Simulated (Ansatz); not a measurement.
BeS (CsCl type, Pm-3m) at seven volumes, DFT-PBEsol in the program Ansatz with PAW potentials, scaled uniformly. One row is withheld.

```tsv
V (Å³/atom)	P (GPa)
11.036	9.83
11.400	6.11
11.764	2.85
12.127	0.00
12.491	-2.73
12.855	?
13.219	-6.85
```

Question: Fit the shown pressures and predict the withheld one.

Answer: Third-order Birch–Murnaghan: P = (3/2)B₀(x^(7/2) − x^(5/2))[1 + (3/4)(B′ − 4)(x − 1)] with x = (V₀/V)^(2/3). Least squares on the six rows gives V₀ = 12.118 Å³/atom, B₀ = 90.93 GPa, B′ = 3.15. At V = 12.855, x = 0.9614 and P = -4.89 GPa. The run itself gave -4.96 GPa.

A made-up cell: these elements were put on the sites of a structure type; neither database checked (COD, Materials Project) lists it. COD files the formula under space group No. 216. Its standing as an ambient phase is unchecked. The PBEsol relaxation kept the symmetry of its start. At this level the phase is dynamically unstable (imaginary phonons).

Potentials: the earlier of the program's two PAW sets. The files were generated under PBE; for other functionals the program regenerates the frozen cores, and for LDA and PBEsol the local potential too.
